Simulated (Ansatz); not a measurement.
CoBi$_{3}$:
Space group Pnma (No. 62); a = 8.955 Å, b = 4.043 Å, c = 11.863 Å, α = 90.00°, β = 90.00°, γ = 90.00°

```tsv
atom	site	symmetry	x	y	z
Co	4c	.m.	0.0877	0.2500	0.4792
Bi	4c	.m.	0.0893	0.7500	0.3298
Bi	4c	.m.	0.3017	0.2500	0.1012
Bi	4c	.m.	0.3702	0.2500	0.4094
```

Relaxed with r²SCAN.

### Question
Tabulate the valence density and the electron localisation function along the shortest Co–Co contact (2.61 Å), r²SCAN in the plane-wave PAW code Ansatz.

### Answer


| distance from Co (Å) | density (e/Å³) | ELF |
|---|---|---|
| 0.26 | 29.76 | 0.95 |
| 0.39 | 14.47 | 0.82 |
| 0.52 | 6.20 | 0.57 |
| 0.65 | 2.64 | 0.34 |
| 0.78 | 1.19 | 0.22 |
| 0.91 | 0.60 | 0.17 |
| 1.04 | 0.39 | 0.19 |
| 1.17 | 0.32 | 0.28 |
| 1.30 | 0.30 | 0.33 |
| 1.43 | 0.32 | 0.28 |
| 1.56 | 0.39 | 0.19 |
| 1.69 | 0.60 | 0.17 |
| 1.83 | 1.19 | 0.22 |
| 1.96 | 2.64 | 0.34 |
| 2.09 | 6.20 | 0.57 |
| 2.22 | 14.47 | 0.82 |
| 2.35 | 29.76 | 0.95 |

The density is the valence pseudo-density with augmentation charge, so density and ELF within about 1 Å of a nucleus are not all-electron values.

The workflow started from a Materials Project entry (that database holds measured and hypothetical structures alike); the Crystallography Open Database copy checked does not list it. Its standing as an ambient phase is unchecked. The cell was relaxed with r²SCAN under the symmetry of its start; its stability against distortions is not shown here. No spin polarisation was allowed. Its formation energy is positive at this level, so the cell may be metastable or incomplete. Axis ratios of metals converge slowly with the k-mesh, so a and c are less sure than the volume. Spin–orbit coupling is left out wherever it is not named.

Potentials: the later of the program's two PAW sets.
